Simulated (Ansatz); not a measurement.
Re$_{2}$C in space group P6_3/mmc (No. 194; Re on 4f, C on 2c) under volume change, r²SCAN in the plane-wave PAW code Ansatz, shape and atoms relaxed at each volume.

| V (Å³/atom) | E − E(relaxed) (meV/atom) | P (GPa) |
|---|---|---|
| 10.476 | 145.5 | 49.00 |
| 10.822 | ? | ? |
| 11.167 | 14.4 | 13.74 |
| 11.512 | 0.0 | 0.00 |
| 11.858 | 12.9 | -11.66 |
| 12.203 | 49.0 | -21.54 |
| 12.548 | ? | ? |

Task: Complete the blanks.

Result: 
- 10.822, E − E(relaxed) (meV/atom): 61.0
- 10.822, P (GPa): 29.93
- 12.548, E − E(relaxed) (meV/atom): 104.7
- 12.548, P (GPa): -29.90

Task: What does a third-order Birch–Murnaghan fit give for V₀, B₀ and B′?

Result: V₀ = 11.51 Å³/atom, B₀ = 421 GPa, B′ = 4.5.

The first step of the workflow began from a Materials Project structure, measured or hypothetical; the Crystallography Open Database copy checked does not list it. Whether it is the stable phase at ambient conditions was not checked. The cell was relaxed with r²SCAN under the symmetry of its start; its stability against distortions is not shown here. No spin polarisation was allowed. Spin–orbit coupling is left out wherever it is not named.

Potentials: the later of the program's two PAW sets.
